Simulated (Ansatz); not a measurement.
WC: one atom moved over a plane

Theory: DFT PBEsol, scalar-relativistic, plane waves, PAW in Ansatz 0.2.0. The runs took a 420 eV cutoff, a Γ-centred 6×6×6 mesh and Gaussian smearing (0.15 eV). The mesh is coarse. Spin–orbit coupling is left out, which can shift energies with elements as heavy as these. No spin polarisation. Energies are free energies at this smearing, counted from the undisturbed cell; pressure is positive in compression.

The starting cell (as given, not relaxed at this level; it stands at -0.7 GPa):

```
W C
1.0
     2.90050    0.00000    0.00000
    -1.45025    2.51191    0.00000
     0.00000    0.00000    2.82900
W C
1 1
Direct
  0.00000 0.00000 0.00000
  0.66667 0.33333 0.50000
```

Atom 1 (W) is moved by p along (0.707, 0.707, 0.000) and q along (0.000, 0.000, 1.000) (Å), all else fixed. Points are written (p, q).

Energy above the undisturbed cell in eV/cell (a dash: not computed):

| p \ q | -0.450 | -0.225 | 0.000 | 0.225 | 0.450 |
| --- | --- | --- | --- | --- | --- |
| -0.450 | 3.44 | 1.80 | ? | 1.80 | 3.44 |
| -0.225 | 2.17 | 0.79 | ? | 0.79 | 2.17 |
| 0.000 | 1.63 | 0.37 | 0.00 | 0.37 | 1.63 |
| 0.225 | 2.32 | ? | 0.43 | ? | 2.32 |
| 0.450 | 4.67 | 2.42 | 1.68 | 2.42 | 4.67 |

Fill in the withheld energies.

(-0.450, 0.000): 1.26; (-0.225, 0.000): 0.37; (0.225, -0.225): 0.87; (0.225, 0.225): 0.87.

Cost: 15 runs of about 0.55 core-minutes in all, on Intel Xeon Processor @ 2.70GHz (shared hosts).